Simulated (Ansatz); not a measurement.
**Y₃NbN₄: start and end of a relaxation**

Recipe of this trial structure of Y₃NbN₄: random cell by space group and Wyckoff sites (P4mm, No. 99). Its size is a rough estimate.

start.cif

```cif
data_structure
_symmetry_space_group_name_H-M 'P 1'
_symmetry_Int_Tables_number 1
_cell_length_a 4.1635
_cell_length_b 4.1635
_cell_length_c 7.8956
_cell_angle_alpha 90.000
_cell_angle_beta 90.000
_cell_angle_gamma 90.000
_cell_volume 136.87
loop_
_atom_site_label
_atom_site_type_symbol
_atom_site_fract_x
_atom_site_fract_y
_atom_site_fract_z
_atom_site_occupancy
Y1 Y 0.00000 0.50000 0.26582 1
Y2 Y 0.50000 0.00000 0.26582 1
Y3 Y 0.00000 0.00000 0.80162 1
Nb1 Nb 0.50000 0.50000 0.55557 1
N1 N 0.00000 0.50000 0.93369 1
N2 N 0.50000 0.00000 0.93369 1
N3 N 0.00000 0.00000 0.37458 1
N4 N 0.50000 0.50000 0.78166 1
```

These are results of DFT PBE, scalar-relativistic, plane waves, PAW (Ansatz 0.2.0), not measurements. Cutoff 420 eV, Gaussian smearing, Γ-centred meshes. Cell and atoms relax first on a coarse mesh and then on a finer one. In between, the cell is made exact in the group found at 0.06 Å. In metals the finer mesh still leaves noise of several meV/atom or more. The steps can't lower the symmetry of their start. No spin polarisation.

end.cif

```cif
data_structure
_symmetry_space_group_name_H-M 'P 1'
_symmetry_Int_Tables_number 1
_cell_length_a 4.6295
_cell_length_b 4.6295
_cell_length_c 10.0227
_cell_angle_alpha 90.000
_cell_angle_beta 90.000
_cell_angle_gamma 90.000
_cell_volume 214.81
loop_
_atom_site_label
_atom_site_type_symbol
_atom_site_fract_x
_atom_site_fract_y
_atom_site_fract_z
_atom_site_occupancy
Y1 Y 0.00000 0.50000 0.23188 1
Y2 Y 0.50000 0.00000 0.23188 1
Y3 Y 0.00000 0.00000 0.97684 1
Nb1 Nb 0.50000 0.50000 0.51007 1
N1 N 0.00000 0.50000 0.02220 1
N2 N 0.50000 0.00000 0.02220 1
N3 N 0.00000 0.00000 0.24127 1
N4 N 0.50000 0.50000 0.67611 1
```

The symmetry stays P4mm (No. 99). The volume per atom grows by 56.9 %, from 17.1 to 26.9 Å³. The shortest distance goes from 1.79 Å (Nb–N) to 1.66 Å (Nb–N). The ratio c/a of the conventional cell changes by a factor of 1.14. The energy falls by about 0.39 eV/atom (the start's value is from the coarse mesh). The end is written in a standard setting, so origin, axes and order of atoms can differ from the start's.

```yaml
Volume_per_atom: 26.9 Å³
Density: 3.2 g/cm³
Energy_over_the_elements: +0.24 eV/atom
Gap_on_the_8×8×4_mesh_of_the_8-atom_cell: 0 eV (a metal)
```

The zero of energy is the elements' standard structures at the same level (N₂ as a molecule); no fitted shifts are applied. The separate elements lie lower, so it is unstable against them.

The last run used Gaussian smearing of 0.10 eV. No dispersion correction is applied, so the spacing and binding between layers, chains or molecules are poorly described. A structure relaxed within its symmetry needn't be a true minimum. In all, the 3 runs took 6.1 min on 1 thread of AMD EPYC 9R14 (Zen 4) (shared host).
